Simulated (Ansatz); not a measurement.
## Sn$_{3}$GeO$_{4}$ (P1) at 2 levels of theory

One geometry, relaxed with PBE; plane waves with PAW potentials in Ansatz, scalar-relativistic. No spin polarisation. Gaps are the least over mesh and band path; pressure is positive in compression.

```
CELL_PARAMETERS angstrom
5.17735 0.00051 0.00129
-0.07900 5.54854 -0.00399
-0.02443 -0.21462 5.76378
ATOMIC_POSITIONS crystal
Sn 0.94329 0.54517 0.22117
Sn 0.44832 0.97808 0.21661
Sn 0.43961 0.45504 0.77300
Ge 0.94032 0.04088 0.80090
O 0.80616 0.35111 0.91095
O 0.31949 0.62636 0.09517
O 0.81790 0.87946 0.07433
O 0.28490 0.12390 0.90788
```

```
level  cutoff (eV)  k mesh  gap (eV)  pressure (GPa)
  PBE          420   6×6×6      1.65             0.0
```

Task: What comes out on the same cell with r2SCAN?

Result:
| level | cutoff (eV) | k mesh | gap (eV) | pressure (GPa) |
| --- | --- | --- | --- | --- |
| r2SCAN | 500 | 6×6×6 | 1.95 | -3.4 |

The cell holds layers, chains or molecules and no dispersion correction was added, so their binding is poorly described.

The structure comes from a generated guess; another structure or a mixture of phases may lie lower.
